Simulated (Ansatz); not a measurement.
Values for one crystal, relaxed and computed with LDA in the plane-wave PAW code Ansatz; other levels are named.

| Item | Result |
|---|---|
| Volume per atom | 10.15 Å³ |
| Band gap | 3.82 eV (indirect) |
| Highest zone-centre frequency (without LO–TO term) | 919 cm⁻¹ |
| Pressure derivative B′ | 4.9 |
| Electron effective mass, band 2 of 2 at the edge | 1.1 along x, 0.56 along z (mₑ) |
| Largest static χ(2) component | 35 pm/V |
| Mechanical stability | stable (all eigenvalues of C positive) |

### Question
Which of these materials gives this?
(A) CaMgAsO4F, C2/c (Pearson symbol mS32)
(B) SrWO4, I4_1/a (Sr on 4a, W on 4b, O on 16f)
(C) In2Si2O7, C2/m (Pearson symbol mS22)
(D) LiTaO3, R3c (Li on 6a, Ta on 6a, O on 18b)

### Answer
D, LiTaO3, R3c (Li on 6a, Ta on 6a, O on 18b)

The cell was relaxed with LDA under the symmetry of its start. The run is not spin-polarised. Scalar-relativistic: spin–orbit coupling is off unless named, which matters more the heavier the elements.

Potentials: the later of the program's two PAW sets.
